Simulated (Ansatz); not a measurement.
Sc:
Space group P6₃/mmc (No. 194); a = b = 3.242 Å, c = 10.361 Å, α = β = 90.00°, γ = 120.00°

```tsv
atom	site	symmetry	x	y	z
Sc	2a	-3m.	0.0000	0.0000	0.0000
Sc	2c	-6m2	0.3333	0.6667	0.2500
```

Relaxed with PBEsol.

Q: Which orbitals make up the states near the Fermi level in the program Ansatz at the PBEsol level (PAW)?

A: Within 0.5 eV of the Fermi level: Sc 3d 87 %, outside the projected shells 9 %. Projections are on Löwdin-orthogonalised atomic valence shells; empty p or d shells of many metals are not among them.

Q: Tabulate the density of states.

A: States/eV per cell of 4 atoms, in 0.25 eV bins, energy from the Fermi level.

```tsv
E (eV)	total	Sc 3d	Sc 4s	Sc 3p
-5.35	0.00	0.00	0.00	0.00
-5.10	0.17	0.00	0.15	0.00
-4.85	0.31	0.00	0.29	0.00
-4.60	0.42	0.00	0.38	0.00
-4.35	0.51	0.01	0.47	0.01
-4.10	0.61	0.02	0.55	0.01
-3.85	0.70	0.03	0.63	0.01
-3.60	0.80	0.05	0.71	0.02
-3.35	0.91	0.08	0.79	0.02
-3.10	1.04	0.13	0.86	0.02
-2.85	1.18	0.20	0.94	0.02
-2.60	1.37	0.30	1.01	0.03
-2.35	1.61	0.46	1.08	0.03
-2.10	1.96	0.74	1.15	0.03
-1.85	2.71	1.37	1.25	0.03
-1.60	3.50	2.19	1.20	0.03
-1.35	3.82	2.71	0.97	0.03
-1.10	3.92	3.03	0.72	0.03
-0.85	3.98	3.32	0.45	0.03
-0.60	4.33	3.91	0.18	0.03
-0.35	7.91	7.21	0.18	0.05
-0.10	6.94	6.02	0.23	0.04
0.15	8.01	6.47	0.42	0.04
0.40	4.05	3.53	0.14	0.02
0.65	5.18	4.72	0.13	0.02
0.90	9.13	8.15	0.37	0.03
1.15	7.46	6.49	0.32	0.02
1.40	6.26	5.41	0.32	0.01
```

Space group P6_3/mmc (dhcp (α-La type)). The start of the workflow was typed in or built on a structure type. Its sites differ from those of the usual phase in this space group: another stacking or structure type. Symmetry was held in the PBEsol relaxation; whether a distortion lowers the energy is not shown. No spin polarisation was allowed. Axis ratios of metals converge slowly with the k-mesh, so a and c are less sure than the volume.

Potentials: the later of the program's two PAW sets.
